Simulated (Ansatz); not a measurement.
Relaxed-ion elastic tensor of Mg (hcp (Mg type), space group No. 194) in GPa (Voigt order), the program Ansatz at the PBEsol level (PAW); density 1.79 g/cm³, 22.50 Å³ per atom.

|  | 1 | 2 | 3 | 4 | 5 | 6 |
|---|---|---|---|---|---|---|
| 1 | 63.4 | 26.2 | 21.6 | 0.0 | 0.0 | 0.0 |
| 2 | 26.2 | 63.4 | 21.6 | 0.0 | 0.0 | 0.0 |
| 3 | 21.6 | 21.6 | 72.0 | 0.0 | 0.0 | 0.0 |
| 4 | 0.0 | 0.0 | 0.0 | 19.4 | 0.0 | 0.0 |
| 5 | 0.0 | 0.0 | 0.0 | 0.0 | 19.4 | 0.0 |
| 6 | 0.0 | 0.0 | 0.0 | 0.0 | 0.0 | 18.6 |

Problem. Is the crystal mechanically stable?

Solution. Yes: the smallest eigenvalue of C is 18.6 GPa.

Problem. Work out the Voigt, Reuss and Hill averages.

Solution. K_V = 37.5, K_R = 37.5, K_H = 37.5; G_V = 20.1, G_R = 19.9, G_H = 20.0 GPa.

Problem. Give Young's modulus, Poisson's ratio, Pugh's ratio and the universal anisotropy index.

Solution. E = 9KG/(3K + G) = 50.9 GPa; ν = 0.27; K/G = 1.88 (ductile by the Pugh limit of 1.75); A_U = 5G_V/G_R + K_V/K_R − 6 = 0.06.

Problem. Estimate the sound speeds and the Debye temperature.

Solution. v_l = √((K + 4G/3)/ρ) = 5980 m/s, v_t = √(G/ρ) = 3340 m/s, mean 3720 m/s; Θ = (h/k)(3n/4πV)^(1/3) v_m = 392 K.

Problem. How much does each axis shrink under pressure?

Solution. Linear compressibilities β_i = Σ_j S_ij (j = 1 to 3): x 9.1, y 9.1, z 8.4 per TPa.

Space group P6_3/mmc (hcp (Mg type)). The PBEsol relaxation kept the symmetry of its start. As this level gives no gap, shear constants depend on the k-mesh and smearing (Fermi–Dirac, 0.1 eV here). On the denser mesh and wider smearing of the elastic run this cell carries a stress of 0.5 GPa.

Potentials: the later of the program's two PAW sets.
